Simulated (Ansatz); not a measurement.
BRh:
```
CELL_PARAMETERS angstrom
      3.33428     0.00000     0.00000
     -1.66714     2.88757     0.00000
      0.00000     0.00000     4.06105
ATOMIC_POSITIONS crystal
  B  0.00000 0.00000 0.00000
  B  0.00000 0.00000 0.50000
  Rh 0.66667 0.33333 0.75000
  Rh 0.33333 0.66667 0.25000
```

This is the LDA-relaxed structure.

### Question
All from DFT-LDA in the program Ansatz with PAW potentials, unless another level is named. Estimate the electronic character.

### Answer
metallic (no gap).

### Question
Predict the density of states at the Fermi level.

### Answer
0.14 states/eV per atom (mean over ±0.08 eV).

### Question
And the formation energy from the elements (no fitted shifts)?

### Answer
-0.42 eV/atom.

Space group P6_3/mmc (NiAs type). The workflow started from a Materials Project entry (that database holds measured and hypothetical structures alike); the Crystallography Open Database copy checked does not list it. Its standing as an ambient phase is unchecked. The LDA relaxation kept the symmetry of its start; its stability against distortions is not shown here. The run is not spin-polarised. The references are the lowest solids computed at this level, not always the standard phases. Scalar-relativistic: spin–orbit coupling is off unless named, which matters more the heavier the elements.

Potentials: the later of the program's two PAW sets.
